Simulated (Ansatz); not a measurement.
**Ag3GeI: reading a single point**

```
Ag Ge I
1.0
     4.78213    0.00000    0.00000
     0.00000    4.78213    0.00000
     0.00000    0.00000    4.78213
Ag Ge I
3 1 1
Direct
  0.53000 0.88950 0.01750
  0.01750 0.53000 0.88950
  0.88950 0.01750 0.53000
  0.03190 0.03190 0.03190
  0.50000 0.50000 0.50000
```

The numbers come from plane-wave PAW DFT (Ansatz): PBE, no spin polarisation, 420 eV, 7×7×7 Γ-centred k points, gaussian occupations (width 0.0553 eV). Nothing was relaxed.

What happens at the Fermi level?

It is a metal, with about 2.6 states/eV a cell as the mean within 0.25 eV of the Fermi level, mostly Ge p (44 %), I p (24 %) and Ag d (14 %).

What do density and ELF say about some of the short contacts?

Ag–Ge at 2.48 Å: least valence density 0.44 e/Å³ and ELF 0.38 there. I–Ag at 2.97 Å: least valence density 0.24 e/Å³ and ELF 0.21 there. These are pseudo-fields; inside the PAW spheres they differ from the all-electron ones.

Is the cell too large or too small?

The pressure is 9.0 GPa (compression positive), so with the atoms held at these fractions the cell would first expand; the forces are large, so a full relaxation may end otherwise.

What is the formation energy?

0.36 eV an atom against the elements' usual phases (free molecules for gases, crystals otherwise, with no correction for O₂ or N₂), so at this geometry it isn't bound against them. Relaxing would lower it.

Give the Bader charges.

Bader charges in e: Ag +0.02, Ge +0.12, I -0.18. In the mean Ge gives up most and I takes most.

Which atom feels the largest force, and which way?

The largest is on Ge4: 1.10 eV/Å, components (0.63, 0.63, 0.63). It makes 68° with the line to a nearest neighbour, Ag1 at 2.48 Å.

Origin: a known structure type with other elements, at an estimated volume, so it need not be a known compound.
